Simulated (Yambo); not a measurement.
G0W0@PBEsol for KBH₄ (space group P2_1/m, No. 11, within 0.06 Å of P4_2/nmc) in Yambo. Reference settings: 2×2×2 Γ-centred k mesh, 197 bands and a 7 Ry block in the screening, 197 bands in G with the Bruneval-Gonze terminator, plasmon pole fitted at 27.2 eV. The PBEsol gap Γ → (-0.5, -0.5, 0) on this mesh is 5.88 eV; G0W0 gaps are taken between the same points.

With and without the terminator, as bands are cut:

```csv
bands in G (in W),"gap, terminator (eV)","gap, none (eV)","valence shift, terminator (eV)","valence shift, none (eV)"
43 (43),9.197,9.125,-1.618,-1.276
70 (70),9.062,8.986,-1.771,-1.497
106 (106),9.036,8.981,-1.879,-1.681
151 (151),9.036,9.000,-1.954,-1.818
197 (197),9.042,9.022,-2.001,-1.906
```

Over this range the gap spans 0.161 eV with the terminator and 0.144 eV without, the valence shift 0.383 eV and 0.630 eV. Neither column has reached its limit for certain.

Geometry of the Materials Project entry, not relaxed at this level; primitive cell a = 4.6634 Å, b = 4.6777 Å, c = 6.5486 Å, α = 90.00°, β = 90.07°, γ = 90.00°.

The structure is a Materials Project entry; no match was found in the copy of COD used, and its stability was not checked.

A shift is the quasiparticle energy of the state minus its PBEsol energy.
